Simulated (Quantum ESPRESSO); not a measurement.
```
CaSe
1.0
    0.00000     2.91291     2.91291
    2.91291     0.00000     2.91291
    2.91291     2.91291     0.00000
Ca Se
1 1
Direct
  0.00000   0.00000   0.00000
  0.50000   0.50000   0.50000
```

The PBEsol cell relaxed from Materials Project entry mp-1415 was given an isotropic strain of -0.7 % on all lattice vectors, and the atoms were relaxed again.

Task: What does PBEsol (pw.x of Quantum ESPRESSO, ONCV potentials, scalar-relativistic) give for the electronic structure near the Fermi level?

Result: The PBEsol gap is indirect, 1.82 eV, from Γ to X; the smallest direct gap is 2.81 eV. Spin-orbit splittings are left out.
